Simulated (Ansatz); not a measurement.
NaHF$_{2}$:
Space group R-3m, hexagonal axes (No. 166); a = 3.4164 Å, b = 3.4164 Å, c = 13.6983 Å, α = 90.00°, β = 90.00°, γ = 120.00°

| atom | site | symmetry | x | y | z |
|---|---|---|---|---|---|
| Na | 3a | -3m | 0.0000 | 0.0000 | 0.0000 |
| H | 3b | -3m | 0.0000 | 0.0000 | 0.5000 |
| F | 6c | 3m | 0.0000 | 0.0000 | 0.4172 |
(The calculation used a cell of 4 atoms; values per cell refer to that cell.)

Relaxed with r²SCAN+D4. r²SCAN+D4 (plane waves, PAW; program Ansatz) gives a gap of 7.84 eV.

Q: What gap does HSE06 give on the same cell (Ansatz, PAW)?

A: 9.26 eV, 1.42 eV more. The hybrid was solved on a coarser mesh and at special points; the gap given is the minimum over both.

```json
[
 {"k": "Γ", "v1 r²SCAN+D4": "-0.08", "c1 r²SCAN+D4": "7.84", "v1 HSE06": "0.00", "c1 HSE06": "9.26"},
 {"k": "T", "v1 r²SCAN+D4": "0.00", "c1 r²SCAN+D4": "9.49", "v1 HSE06": "(withheld)", "c1 HSE06": "(withheld)"},
 {"k": "L", "v1 r²SCAN+D4": "-0.28", "c1 r²SCAN+D4": "12.17", "v1 HSE06": "(withheld)", "c1 HSE06": "(withheld)"},
 {"k": "F", "v1 r²SCAN+D4": "-0.13", "c1 r²SCAN+D4": "12.92", "v1 HSE06": "-0.19", "c1 HSE06": "14.42"},
 {"k": "S0", "v1 r²SCAN+D4": "-0.21", "c1 r²SCAN+D4": "13.46", "v1 HSE06": "(withheld)", "c1 HSE06": "(withheld)"},
 {"k": "H0", "v1 r²SCAN+D4": "-0.28", "c1 r²SCAN+D4": "13.34", "v1 HSE06": "(withheld)", "c1 HSE06": "(withheld)"}
]
```

Q: Top valence (v1) and lowest conduction level (c1) in eV from each method's valence maximum (which need not be a listed point): supply the withheld HSE06 values.

A: 
- L, v1 HSE06: -0.22
- L, c1 HSE06: 13.61
- H0, v1 HSE06: -0.25
- H0, c1 HSE06: 14.82
- T, v1 HSE06: -0.05
- T, c1 HSE06: 10.97
- S0, v1 HSE06: -0.21
- S0, c1 HSE06: 14.94

Cost on shared cores: the r²SCAN+D4 run (SCF on a 10×10×10 mesh, then bands and DOS) roughly 30 core-seconds, the HSE06 run (SCF on 7×7×7, then a few points) about 2.6 core-minutes (a rough figure); the tasks are unlike.

The workflow started from a Materials Project entry (that database holds measured and hypothetical structures alike); the Crystallography Open Database files this formula in space group No. 166, but the cells were not matched. Its standing as an ambient phase is unchecked. The cell was relaxed with r²SCAN+D4 under the symmetry of its start; its stability against distortions is not shown here.

Potentials: the later of the program's two PAW sets.
